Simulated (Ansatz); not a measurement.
Data:

GaSb (zinc blende)

```yaml
crystal:
  lattice:
    - [0.00000, 6.21351, 6.21351]
    - [3.10675, 3.10675, 6.21351]
    - [3.10675, 3.10675, 0.00000]
  atoms:
    - { symbol: Sb, position: [0.00000, 0.75000, 0.75000] }
    - { symbol: Sb, position: [0.50000, 0.75000, 0.75000] }
    - { symbol: Ga, position: [0.00000, 0.00000, 0.00000] }
    - { symbol: Ga, position: [0.50000, 0.00000, 0.00000] }
```

The atoms are displaced by Q × the pattern below (from a DFPT mode at X = (0.5, 0.5, 0.0), largest move 1; Q in Å), at fixed cell. It is one choice among 2 degenerate patterns. (q is in reciprocal vectors of the primitive cell; the cell shown is doubled to hold the pattern.)

| atom | x | y | z |
|---|---|---|---|
| Sb1 | 0.000 | -0.879 | 0.000 |
| Sb2 | 0.000 | 0.879 | 0.000 |
| Ga3 | -1.000 | 0.000 | 0.000 |
| Ga4 | 1.000 | 0.000 | 0.000 |

Computed with PBE (plane waves to 420 eV, PAW, scalar-relativistic; Ansatz, a quantum-chemistry and plane-wave program). k mesh 13×13×13 (Γ-centred), Fermi-Dirac smearing 0.05 eV. The energy includes the smearing's −TS. With partly filled bands, energies and forces of such displacements shift with the k mesh and the smearing. At this level the bands of GaSb touch or barely overlap; measurements give the solid a gap. GaSb was relaxed with its symmetry unable to fall. Spin-orbit coupling is left out, though Sb is heavy. The zero of ΔE is the undisplaced structure.

The scan covers Q from -0.100 to 0.100 Å in 13 points.

Q: Is this a single well or a double well?

A: A single well with its minimum at or next to zero displacement.

Q: Which space group does the distorted structure have?

A: C222_1 (No. 20), lowered from F-43m.

Q: What is the energy change at Q = 0.100 Å?

A: 17.0 meV/cell.

Q: What harmonic wavenumber does the curvature at Q = 0 give?

A: 53 cm⁻¹.

(A displaced cell: forces are minus the slopes of the energy, force constants its curvatures, and phonons follow from these.)
